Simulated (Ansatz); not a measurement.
An Ansatz (an electronic-structure program) input:

Ansatz 0.2 input:
```yaml
crystal:
  lattice:
    - [2.1936283299, 1.2664919067, 10.0952218378]
    - [-2.1936283299, 1.2664919067, 10.0952218378]
    - [0.0, -2.5329838135, 10.0952218378]
  atoms:
    - { symbol: Bi, position: [0.5998462781, 0.5998462781, 0.5998462781] }
    - { symbol: Bi, position: [0.4001537219, 0.4001537219, 0.4001537219] }
    - { symbol: Te, position: [0.7906932548, 0.7906932548, 0.7906932548] }
    - { symbol: Te, position: [0.2093067452, 0.2093067452, 0.2093067452] }
    - { symbol: Te, position: [0.0, 0.0, 0.0] }
kpoints:
  mp_grid: { grid: [6, 6, 6] }
  band_path:
    path:
      - [[0.0, 0.0, 0.0], [0.5, 0.5, 0.5], [0.8228407641, 0.1771592359, 0.5]]  # Γ-T-H_2
      - [[0.5, -0.1771592359, 0.1771592359], [0.5, 0.0, 0.0], [0.0, 0.0, 0.0], [0.338579618, -0.338579618, 0.0]]  # H_0-L-Γ-S_0
      - [[0.661420382, 0.0, 0.338579618], [0.5, 0.0, 0.5], [0.0, 0.0, 0.0]]  # S_2-F-Γ
    npoints: 10
basis: { xc_grid: 2 }
hamiltonian:
  xc: pbe
  dispersion: d3bj
  pseudopotentials: { azcp: { folder: ./paw }, kind: paw_fr }
magnetization: { noncollinear: true, spin_orbit: true }
scf:
  n_extra_bands: 12
  convergence: { dr2_threshold: 0.0000000001 }
  occupations: { method: gaussian, width: 0.05 }
output: { eigenvalues: true }
```

How many symmetry operations and irreducible k-points will the run report?

12 operations, 32 of 216 k-points.

With a cutoff of 420 eV, how many plane waves at Γ?

3315.

It took roughly 4 core-minutes on shared server cores.

Space group R-3m. The cell was relaxed with PBE+D3(BJ) under the symmetry of its start.

Potentials: the earlier of the program's two PAW sets.

Ansatz is a plane-wave DFT program.
